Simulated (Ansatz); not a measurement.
The start is a generated cell, Ba built in the beta-W structure type. Cell shape, volume and atoms are optimised at zero target pressure with PBE (plane waves to 420 eV, PAW, scalar-relativistic; Ansatz, an electronic-structure program). First-step values are on the input's coarse k-mesh.

Ansatz input (later rounds restart from its end on a renewed k-mesh):
Ansatz 0.2 input:
```yaml
crystal:
  lattice:
    - [8.021528, 0, 0]
    - [0, 8.021528, 0]
    - [0, 0, 8.021528]
  atoms:
    - { symbol: Ba, position: [0.25, 0, 0.5] }
    - { symbol: Ba, position: [0.75, 0, 0.5] }
    - { symbol: Ba, position: [0, 0.5, 0.25] }
    - { symbol: Ba, position: [0, 0.5, 0.75] }
    - { symbol: Ba, position: [0.5, 0.25, 0] }
    - { symbol: Ba, position: [0.5, 0.75, 0] }
    - { symbol: Ba, position: [0, 0, 0] }
    - { symbol: Ba, position: [0.5, 0.5, 0.5] }
basis: { ecutwfc: 420, ecutrho_ratio: 4, xc_grid: 2, fft_grid_basis: typed }
kpoints: { mp_grid: { grid: [4, 4, 4] } }
hamiltonian:
  xc: pbe
  dispersion: none
  pseudopotentials: { azcp: { folder: ./paw }, kind: paw }
scf: { occupations: { method: fermi_dirac, width: 0.05 } }
relax: { f_tol: 0.01, max_steps: 100, cell: { stress_tol: 0.02 } }
output: { forces: true, stress: true }
```

```yaml
outcome: The space group stays Pm-3n (No. 223) (the run could not lower it), with 8 atoms in the primitive cell
optimiser_moves: 1
```

Relaxed structure:

Space group Pm-3n (No. 223); a = 8.0193 Å, b = 8.0193 Å, c = 8.0193 Å, α = 90.00°, β = 90.00°, γ = 90.00°

```
atom  site  symmetry       x       y       z
----  ----  --------  ------  ------  ------
Ba      6c     -4m.2  0.0000  0.5000  0.2500
Ba      2a      m-3.  0.0000  0.0000  0.0000
```

Final values are on a 6×6×6 k-mesh of the relaxed cell. No spin polarisation in the result.

The run could not lose the symmetry of its start: the end is stationary, and may be a saddle point rather than a minimum.

All atoms sit on sites fixed by symmetry, so only the cell could relax.

The relaxed structure here is a generated cell of Ba: the first start was made by placing the elements on the sites of a structure type, and the end was not matched to a known phase here, so it may be hypothetical. Known forms of Ba include space group No. 229.
